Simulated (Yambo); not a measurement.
G0W0@PBEsol for WSe2 (space group P6_3/mmc, No. 194) in Yambo (3×3×1 mesh, 7 Ry block, plasmon pole, screening fixed), without a terminator:

| bands N in G | gap Γ → K (eV) | shift of the valence edge (eV) |
|---|---|---|
| 190 | 2.012 | 0.684 |
| 290 | 1.966 | 0.327 |
| 424 | 1.935 | 0.133 |

**Question.** Extrapolate both columns to infinite N with E(N) = E∞ + A/N, test the form, and compare with the terminator.

**Answer.** From two points, E∞ = (N2 E2 − N1 E1)/(N2 − N1). The two largest N give 1.87 eV for the gap and -0.29 eV for the shift; the two smallest give 1.88 eV and -0.35 eV. For the gap the slopes A are 25 and 28 eV: the 1/N form holds. For the shift the slopes A are 200 and 180 eV: the 1/N form holds. With the Bruneval-Gonze terminator and 424 bands the run gives 1.90 eV and -0.04 eV, 0.03 eV and 0.25 eV from the extrapolated values: the terminator too is an estimate of the remainder. Block, mesh and the bands in W are held fixed.

The standard potential for Se keeps a d shell in the valence without the s and p states of that shell. In tests on such compounds this moved G0W0 gaps by up to about 0.9 eV, so absolute quasiparticle energies here are unreliable; differences between settings are what counts.

Spin-orbit coupling is included.

Geometry of the Materials Project entry, not relaxed at this level; primitive cell a = 3.320 Å, b = 3.320 Å, c = 13.737 Å, α = 90.00°, β = 90.00°, γ = 120.00°.

A shift is the quasiparticle energy of the state minus its PBEsol energy.

The distance between layers or molecules is the database entry's, not relaxed here. Functionals without dispersion can leave it too large, which widens gaps and weakens the response across layers: the numbers belong to this cell.
